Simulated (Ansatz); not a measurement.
NaGa₄ (space group I4/mmm)

```xyz
5
Lattice="-2.0613 2.0613 5.5031 2.0613 -2.0613 5.5031 2.0613 2.0613 -5.5031" Properties=species:S:1:pos:R:3 pbc="T T T"
Na     0.0000     0.0000     0.0000
Ga     0.0000     2.0613     2.7515
Ga     2.0613     0.0000     2.7515
Ga     0.0000     0.0000     4.2898
Ga     0.0000     0.0000     6.7164
```

The slice is a (001) plane (indices of the conventional cell) through the point (0.390, 0.390, 0.000) (fractional), spanned by u = [101] and v = [011] in vectors of this cell: u (4.12 Å) and v (4.12 Å, at 90° to u). It covers one period; positions are fractions (u, v).

Computed with LDA (plane waves to 420 eV, PAW, scalar-relativistic; Ansatz, a first-principles code). k mesh 16×16×16. Near the nuclei the fields are pseudised (PAW); where an atom keeps semicore shells as valence, they peak there. NaGa4 was relaxed with its symmetry unable to fall.

Three fields on this plane, each scaled to ten steps between its own extremes (0 low, 9 high; the total valence density on a logarithmic scale, the potential cut 8 eV below its top; x marks points blanked near nuclei; v = 0 in the bottom row):

Map A
```
|xxxxxxxx04689999999998640xxxxxxx|
|xxxxxxxx15789999999998751xxxxxxx|
|xxxxxxxx25789999999998752xxxxxxx|
|xxxxxxx0468999999999998640xxxxxx|
|xxxxxx035789999999999987530xxxxx|
|xxxxx02568899999999999886520xxxx|
|xxxx0356789999999999999876530xxx|
|00124567899999999999999987654210|
|44556788999999999999999998876554|
|66778889999999888889999999888776|
|88889999999988888888899999999888|
|99999999999888877788889999999999|
|99999999999888777778889999999999|
|99999999998887777777888999999999|
|99999999998877776777788999999999|
|99999999998877766677788999999999|
|99999999998877776777788999999999|
|99999999998887777777888999999999|
|99999999999888777778889999999999|
|99999999999888877788889999999999|
|88889999999988888888899999999888|
|66778889999999888889999999888776|
|44556788999999999999999998876554|
|00124567899999999999999987654210|
|xxxx0356789999999999999876530xxx|
|xxxxx02568899999999999886520xxxx|
|xxxxxx035789999999999987530xxxxx|
|xxxxxxx0468999999999998640xxxxxx|
|xxxxxxxx25789999999998752xxxxxxx|
|xxxxxxxx15789999999998751xxxxxxx|
|xxxxxxxx04689999999998640xxxxxxx|
|xxxxxxxx04689999999998640xxxxxxx|
```

Map B
```
|xxxxxxxx98765554445556789xxxxxxx|
|xxxxxxxx98765544444556789xxxxxxx|
|xxxxxxxx87665544444556678xxxxxxx|
|xxxxxxx9876554444444556789xxxxxx|
|xxxxxx987655443333344556789xxxxx|
|xxxxx98765543333333334556789xxxx|
|xxxx9876654333222223334566789xxx|
|99988766543322211122233456678899|
|88877655433221111111223345567788|
|77766554332111100001112334556677|
|66665543321110000000111233455666|
|55555433221100000000011223345555|
|55554433211000000000001123344555|
|55444332210000000000000122334445|
|54444332110000000000000112334444|
|54444332110000000000000112334444|
|54444332110000000000000112334444|
|55444332211000000000001122334445|
|55554433211000000000001123344555|
|55555433221100000000011223345555|
|66665543321110000000111233455666|
|77766554332111100001112334556677|
|88877655433221111111223345567788|
|99988766543322211122233456678899|
|xxxx9876654333222223334566789xxx|
|xxxxx98765543333333334556789xxxx|
|xxxxxx987655443333344556789xxxxx|
|xxxxxxx9876554444444556789xxxxxx|
|xxxxxxxx87665544444556678xxxxxxx|
|xxxxxxxx98765544444556789xxxxxxx|
|xxxxxxxx98765554445556789xxxxxxx|
|xxxxxxxx98765555555556789xxxxxxx|
```

Map C
```
|xxxxxxxx67999999999999976xxxxxxx|
|xxxxxxxx68999998889999986xxxxxxx|
|xxxxxxxx78999888888899987xxxxxxx|
|xxxxxxx6789988877788899876xxxxxx|
|xxxxxx668898877777778898866xxxxx|
|xxxxx66788887666666678888766xxxx|
|xxxx6678887765544455677888766xxx|
|66677888876654333334566788887766|
|77888888765433222223345678888887|
|99999987654321111111234567899999|
|99999887643211000001123467889999|
|99998876532100000000012356788999|
|99988765431100000000011345678899|
|99988765321000000000001235678899|
|99887764321000000000001234677889|
|99887764321000000000001234677889|
|99887764321000000000001234677889|
|99988765321000000000001235678899|
|99988765431100000000011345678899|
|99998876532100000000012356788999|
|99999887643211000001123467889999|
|99999987654321111111234567899999|
|77888888765433222223345678888887|
|66677888876654333334566788887766|
|xxxx6678887765544455677888766xxx|
|xxxxx66788887666666678888766xxxx|
|xxxxxx668898877777778898866xxxxx|
|xxxxxxx6789988877788899876xxxxxx|
|xxxxxxxx78999888888899987xxxxxxx|
|xxxxxxxx68999998889999986xxxxxxx|
|xxxxxxxx67999999999999976xxxxxxx|
|xxxxxxxx67999999999999976xxxxxxx|
```

Problem. Assign the maps to these fields: electron localisation function (ELF); valence electron density; electrostatic potential energy of an electron, from the cell's mean.

Solution. A is the electrostatic potential energy of an electron, from the cell's mean; B is the valence electron density; C is the electron localisation function (ELF).
